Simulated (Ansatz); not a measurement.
Strain response of LiMg

All numbers below come from Ansatz, DFT PBEsol, scalar-relativistic, plane waves, PAW. Settings: 420 eV cutoff, 15×15×4 k-mesh, Gaussian smearing of 0.10 eV, no spin polarisation.

Starting point, cell and atoms relaxed:

```
Li Mg
1.0
     3.09660    0.00000    0.00000
    -1.54830    2.68173    0.00000
     0.00000    0.00000   15.05126
Li Mg
3 3
Direct
  0.00000 0.00000 0.00000
  0.66667 0.33333 0.33333
  0.33333 0.66667 0.66667
  0.66667 0.33333 0.83333
  0.33333 0.66667 0.16667
  0.00000 0.00000 0.50000
```

Deformation: biaxial strain in the a-b plane, with the length and tilt of c and the atoms relaxed, all within the symmetry that the strain leaves. Energies are extrapolated to zero smearing. Stress is positive in compression, on the Cartesian axes of the cell above.

```
strain (%)  ΔE (meV/atom) a (Å) b (Å) c (Å)  σxx (GPa)  σyy (GPa)  σzz (GPa)
      -3.0              ?  3.004  3.004       ?          ?          ?          ?
      -2.0            3.8  3.035  3.035  15.117       1.64       1.64       0.00
      -1.0            0.9  3.066  3.066  15.094       0.76       0.76       0.01
      +0.0            0.0  3.097  3.097  15.051       0.00       0.00       0.03
      +1.0              ?  3.128  3.128       ?          ?          ?          ?
      +2.0            3.4  3.159  3.159  14.969      -1.28      -1.28       0.00
      +3.0            7.5  3.189  3.189  14.927      -1.83      -1.83       0.00
```

(1) Fill in the row at -3.0 %.

(2) Fill in the row at +1.0 %.

Results:

(1) ΔE 9.2 meV/atom; c 15.129 Å; σxx 2.65 GPa; σyy 2.65 GPa; σzz -0.01 GPa.

(2) ΔE 0.9 meV/atom; c 15.014 Å; σxx -0.67 GPa; σyy -0.67 GPa; σzz 0.00 GPa.